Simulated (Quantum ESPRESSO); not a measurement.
# Computed records: Al$_{2}$GeAsNO$_{2}$ (made-up cell, one site empty)

Calculation on a made-up crystal cell, not a measurement: periodic Kohn-Sham density functional theory in plane waves with PseudoDojo standard norm-conserving scalar-relativistic pseudopotentials, each functional with its own files (v0.5 for PBE, v0.4.1 for LDA and PBEsol), no spin polarisation, no spin-orbit coupling, atoms not relaxed, stress positive in tension, energies less a fixed whole-eV offset for each atom's element; levels are Kohn-Sham levels at fractions of this cell's reciprocal vectors, counted from the reference band (half the neutral cell's valence electrons, rounded up) at Gamma; error bars cover cutoff and k-mesh only, not smearing or the files; each bar is the largest change over components, and at least 0.002 eV, 0.002 eV per angstrom or 0.02 GPa; added strain carries the atoms with the cell, and shear is the tensor component; energies are for the whole cell, and the offsets were chosen from early runs and are not element reference energies. Program: Quantum ESPRESSO 7.5.

```cif
# cell vector a (Å): 3.3474 -0.0026 -0.0199
# cell vector b (Å): -0.0044 5.6499 -0.0209
# cell vector c (Å): -0.0325 -0.0197 5.4773
data_Al2GeAsNO2
_symmetry_space_group_name_H-M 'P 1'
_symmetry_Int_Tables_number 1
_cell_length_a 3.3475
_cell_length_b 5.6499
_cell_length_c 5.4774
_cell_angle_alpha 90.418
_cell_angle_beta 90.680
_cell_angle_gamma 90.088
_cell_volume 103.58
loop_
_atom_site_label
_atom_site_type_symbol
_atom_site_fract_x
_atom_site_fract_y
_atom_site_fract_z
_atom_site_occupancy
Al1 Al 0.99820 0.99318 0.00959 1
Al2 Al 0.51310 0.49736 0.98939 1
Ge1 Ge 0.01125 0.66903 0.50233 1
O1 O 0.04247 0.00167 0.37091 1
As1 As 0.50241 0.49367 0.37559 1
O2 O 0.48341 0.15640 0.87300 1
N1 N 0.01018 0.66429 0.86944 1
_calc_lattice_type 'wurtzite'
_calc_empty_site 3
_calc_functional 'pbe'
_calc_cutoff 1143  # eV
_calc_fermi_dirac_smearing 0.025  # eV
_calc_scf_tolerance 1e-07  # eV
_calc_electrons_removed 0
_calc_k_mesh '5 x 4 x 4, shifted by half a step'
_calc_stress_xz ?
```

Atoms:
| atoms element | atom site | atom energy offset (eV) |
| --- | --- | --- |
| Al | 1 | -64 |
| Al | 2 | -64 |
| Ge | 4 | -2430 |
| O | 5 | -452 |
| As | 6 | -2887 |
| O | 7 | -452 |
| N | 8 | -283 |

Questions
1. What stress xz does the calculation give for Al$_{2}$GeAsNO$_{2}$ (made-up cell, one site empty)?
2. Give the table of forces values for Al$_{2}$GeAsNO$_{2}$ (made-up cell, one site empty).

Calculated values
1. 1.112 GPa
2. 
Forces:
| site | x (eV/Å) | y (eV/Å) | z (eV/Å) |
| --- | --- | --- | --- |
| 1 | 0.2695 | 0.5539 | 0.9632 |
| 2 | -0.1821 | -0.5056 | -5.746 |
| 4 | -0.6961 | 7.942 | 3.292 |
| 5 | -0.4369 | -1.919 | -2.018 |
| 6 | 0.8169 | -6.388 | 0.8273 |
| 7 | 0.3238 | 0.1786 | 2.575 |
| 8 | -0.09509 | 0.1386 | 0.1061 |

Further results for Al$_{2}$GeAsNO$_{2}$ (made-up cell, one site empty):

* free energy less offsets: 6.096 eV
* scf iterations: 12
* smearing term minus ts: 0 eV
* pressure: 3.369 GPa
* stress xx: -14.73 GPa
* stress yy: 7.411 GPa
* stress zz: -2.79 GPa
* stress yz: -9.765 GPa
* stress xy: 1.754 GPa
* reference band: 26
* error bar energy: 0.01581 eV
* error bar stress: 0.1333 GPa
* error bar force: 0.01676 eV/Å
* error bar next band up: 0.002 eV
* error bars from: tighter rerun of a related cell

Levels:
| level k point | next band up (eV) |
| --- | --- |
| Gamma | 0.8617 |
| (1/2,1/2,1/2) | 0.674 |
| (0.15,0,0) | 1.561 |
| (0,0.15,0) | 1.201 |
| (0,0,0.15) | 1.25 |
